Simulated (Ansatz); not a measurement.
Polymorphs of Si2Mo, each relaxed with r²SCAN in the plane-wave PAW code Ansatz:

A: Fddd
a = 4.5760 Å, b = 7.9915 Å, c = 8.7295 Å, α = 90.00°, β = 90.00°, γ = 90.00°

| atom | site | symmetry | x | y | z |
|---|---|---|---|---|---|
| Si | 16f | .2. | 0.0000 | 0.3361 | 0.0000 |
| Mo | 8a | 222 | 0.0000 | 0.0000 | 0.0000 |

B: MoSi2 or CaC2 type (I4/mmm)
a = 3.2016 Å, b = 3.2016 Å, c = 7.8187 Å, α = 90.00°, β = 90.00°, γ = 90.00°

```tsv
atom	site	symmetry	x	y	z
Mo	2a	4/mmm	0.0000	0.0000	0.0000
Si	4e	4mm	0.0000	0.0000	0.3353
```

**Question.** Put the candidates in order of energy per atom at 0 K, lowest first, for r²SCAN.

**Answer.** B (+0 meV/atom), A (+87 meV/atom)

Constructed cells (a structure type filled with these elements, in neither database checked): A. Not the usual ambient phase: A. All cells were relaxed under the symmetry of their starts (and spin orders); stability against distortions was not tested throughout. Rows with no word on spin ran without spin polarisation. Spin–orbit coupling is left out wherever it is not named.

Energies hold the estimated change up to a 700 eV cutoff; steps of a few meV lie near the error of the meshes.

Potentials: the later of the program's two PAW sets.
